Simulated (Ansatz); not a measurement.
One element of this relaxed crystal is hidden as X:

```
cell (Å)
  0.000 2.350 2.350
  2.350 0.000 2.350
  2.350 2.350 0.000
  X 0.0000 0.0000 0.0000
  F 0.5000 0.5000 0.5000
```

All-electron LAPW in Ansatz 0.2.0 under PBE, scalar-relativistic and without spin polarisation, finds it within 0.07 GPa of zero pressure, with a formation energy of -2.71 eV/atom from the elements, a gap of 6.09 eV. The structure needn't be the ground state.

Q: Which element is X?

A: Na, which makes the crystal NaF. Other candidates weren't computed, and some may come near.
